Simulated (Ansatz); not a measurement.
SiRh in space group P2_1/c (No. 14; Si on 4e, Rh on 4e), PBEsol in the plane-wave PAW code Ansatz, all energies at zero smearing, with the estimated change up to a 700 eV cutoff added, with one set of potentials and settings (totals compare only within such a set). Cell of 8 atoms (4 Si, 4 Rh): -27848.097 eV.

```csv
element,reference phase,E (eV/atom)
Si,"Fd-3m, 2 atoms in the cell",-621.4920
Rh,"Fm-3m, 1 atoms in the cell",-6338.7479
```

Formation energy per atom, worked out: (-27848.097 − 4×(-621.4920) − 4×(-6338.7479))/8 = -0.892 eV/atom (-86 kJ per mol of atoms), at 0 K, without zero-point energy or fitted corrections.

The first step of the workflow began from a Materials Project structure, measured or hypothetical; the Crystallography Open Database files this formula in space group No. 14, but the cells were not matched. Whether it is the stable phase at ambient conditions was not checked. Symmetry was held in the PBEsol relaxation; its stability against distortions is not shown here. No spin polarisation was allowed. The references are the lowest solids computed at this level, not always the standard phases.

Potentials: the later of the program's two PAW sets.
